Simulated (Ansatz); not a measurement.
## Hf2Pd2Se2Br2O3 and the effect of the functional

```
Hf Pd Se Br O
1.0
     5.76069    0.00496   -0.00286
    -0.52750    5.84664    0.03413
    -1.48435   -0.92642    6.64586
Hf Pd Se Br O
2 2 2 2 3
Direct
  0.74540 0.39602 0.34989
  0.28763 0.45322 0.59401
  0.90854 0.13294 0.84849
  0.25249 0.90323 0.35874
  0.63469 0.40355 0.93716
  0.62597 0.78174 0.53023
  0.85273 0.99089 0.15355
  0.22526 0.82084 0.86223
  0.96040 0.28925 0.59026
  0.43233 0.24524 0.40864
  0.07457 0.58308 0.36682
```

The cell comes from a database or a generator and needn't be the stable form of this composition.

Kept alike: task band structure; k mesh 5 × 5 × 4; occupations fermi-dirac, width 0.05 eV; no spin polarisation. Program: Ansatz, Ansatz PAW. Cutoffs run from 420 to 500 eV. The mesh is that of the run's cell of 11 atoms. No spin-orbit coupling.

| run | band gap (eV) | pressure (GPa) |
| --- | --- | --- |
| A | 0.181 | -4.24 |
| B | 0.231 | 2.05 |
| C | 0.382 | -2.30 |

Pressure is positive in compression, with a Pulay correction for the finite cutoff. Spin-orbit coupling, left out here, moves the band edges of heavy atoms and can close or invert small gaps. Gaps are the smaller of the mesh's and the band path's. All rows use potentials made for PBE.

Task: The runs differ in the functional (and the cutoff that goes with it) alone: PBEsol; r2SCAN; revPBE. Which run is which?

Result: Run A is PBEsol; run B is revPBE; run C is r2SCAN. The band gap runs from 0.181 (PBEsol) to 0.382 eV (r2SCAN). The pressure runs from -4.24 (PBEsol) to 2.05 GPa (revPBE). A positive pressure means that the functional's own cell is larger than the one given, a negative one that it is smaller.
